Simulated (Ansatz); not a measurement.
## Bi2Rh: relaxation (Ansatz)

Run with:

```bash
ansatz run input.yaml --threads 2 --pin off --max-ram 3584MiB --backend cpu --events-out ev --progress --plain --runs-dir out
```

Input:

```yaml
crystal:
  lattice:
    - [-3.78043204, 3.78043204, 3.26190322]
    - [3.78043204, -3.78043204, 3.26190322]
    - [3.78043204, 3.78043204, -3.26190322]
  atoms:
    - { symbol: Rh, position: [0.25, 0.25, 0.0] }
    - { symbol: Rh, position: [0.75, 0.75, 0.0] }
    - { symbol: Bi, position: [0.6667, 0.1667, 0.8334] }
    - { symbol: Bi, position: [0.1667, 0.3333, 0.5] }
    - { symbol: Bi, position: [0.3333, 0.8333, 0.1666] }
    - { symbol: Bi, position: [0.8333, 0.6667, 0.5] }
  symmetry: { tolerance: 0.0003 }
kpoints:
  mp_grid: { grid: [5, 5, 5], shift: [0, 0, 0] }
magnetization:
  spin_polarized: false
scf:
  occupations: { method: fermi_dirac, width: 0.05 }
  lower_state_search: "off"
hamiltonian:
  pseudopotentials: { kind: paw }
  xc: r2scan
basis:
  ecutwfc: 500
  fft_grid_basis: typed
relax:
  max_steps: 60
  cell: { p_target: 0.0 }
  f_tol: 0.03
output:
  forces: true
  stress: true
  eigenvalues: true
  bader: true
  populations: true
  elf: true
  write_potential: true
  volumetric_format: npy
  dos:
    e_range: [-12, 8]
    de: 0.05
    projected: { site_lists: { Bi: [Bi], Rh: [Rh] } }
checkpoint:
  read: saved_state
```

Origin of the cell: a known structure type with other elements, at an estimated volume, so it need not be a known compound.

The saved state is a converged single point of the same cell.

Steps («new basis» is an SCF on plane waves selected anew at the same cell):

```tsv
step	ΔF (meV/atom)	max force component (eV/Å)	P (GPa)	volume (Å³)	SCF iterations	step was
1	0.0	0.313	-14.39	186.47	8	accepted
2	-342.9	0.147	-10.07	161.09	9	accepted
3	-470.8	0.090	1.01	138.61	9	accepted
4	-471.8	0.086	-0.20	139.85	8	accepted
5	-472.4	0.004	-0.11	139.96	6	accepted
6	-472.4	0.000	0.02	139.76	7	accepted
7	-471.7	0.001	0.00	139.76	7	new basis
```

The starting structure.

Space group I4/mcm (No. 140); the run's cell has a = 6.263 Å, b = 6.263 Å, c = 6.263 Å, α = 105.74°, β = 105.74°, γ = 117.22°. Shortest distances: Bi–Rh 3.26 Å, Rh–Rh 3.26 Å, Bi–Bi 3.56 Å.

After:

Space group I4/mcm (No. 140); the run's cell has a = 5.681 Å, b = 5.681 Å, c = 5.681 Å, α = 106.31°, β = 106.31°, γ = 116.00°. Shortest distances: Bi–Rh 2.95 Å, Rh–Rh 3.01 Å, Bi–Bi 3.25 Å.

```xyz
6
Lattice="-3.4068 3.4068 3.0105 3.4068 -3.4068 3.0105 3.4068 3.4068 -3.0105" Properties=species:S:1:pos:R:3 pbc="T T T"
Rh    0.0000    0.0000    1.5052
Rh    0.0000    0.0000    4.5157
Bi    1.1497    4.5564    0.0000
Bi    2.2571    1.1497    0.0000
Bi    2.2571   -1.1497    3.0105
Bi    1.1497    2.2571    3.0105
```

* Free energy lowered by: 471.7 meV/atom
* Volume change: -25.05 %
* Final pressure: 0.00 GPa
* Relaxation steps listed: 7
* Formation energy (elements under the same functional, gases as molecules, uncorrected): -0.040 eV/atom
* Gap on the mesh: none (metal)

Caveats: no moments, though an odd count or open d shells may carry them; no spin-orbit coupling, though heavy elements are present; the relaxation held the start's symmetry, so the end may be a saddle point.

Time: 120 s of wall time on 2 CPU thread(s) of a shared host, from a saved density.
